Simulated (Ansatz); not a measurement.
A geometry of AlCu away from equilibrium: step 3 of the relaxation of a relaxed AlCu cell displaced along its unstable phonon at q = (½, ½, 0) of its primitive reciprocal cell (75i cm⁻¹), largest move 0.15 Å. Calculation: PBEsol (plane waves to 420 eV, PAW, scalar-relativistic; Ansatz, a program for electronic structure). Γ-centred k-mesh 10×10×6 on the run's cell (coarser than for final values), Fermi–Dirac smearing 0.05 eV. The plane waves were selected for a different cell earlier on the path.

```
AlCu
1.0
    6.34378    -0.09658     0.00000
    3.12360     3.12360     0.00000
    0.00000     0.00000     5.17294
Cu Al
4 4
Direct
  0.67363   0.59773   0.13652
  0.32637   0.40227   0.13652
  0.17363   0.05500   0.86348
  0.82637   0.94500   0.86348
  0.68549   0.57839   0.65174
  0.31451   0.42161   0.65174
  0.18549   0.05063   0.34826
  0.81451   0.94937   0.34826
```

### Question
Give the Cartesian forces on all atoms (eV/Å).

### Answer
| atom | Fx | Fy | Fz |
|---|---|---|---|
| Cu1 | -0.05 | -0.34 | -0.04 |
| Cu2 | 0.05 | 0.34 | -0.04 |
| Cu3 | 0.34 | 0.05 | 0.04 |
| Cu4 | -0.34 | -0.05 | 0.04 |
| Al5 | -0.03 | -0.15 | -0.04 |
| Al6 | 0.03 | 0.15 | -0.04 |
| Al7 | 0.15 | 0.03 | 0.04 |
| Al8 | -0.15 | -0.03 | 0.04 |

The path ends in Pbcm (No. 57). No spin polarisation in the result.

The run could not lose the symmetry of its start, so the end can be a saddle point.

The end of the path is a generated cell of AlCu: the first start was made by placing the elements on the sites of a structure type, and the end was not matched to a known phase here, so it may be hypothetical.
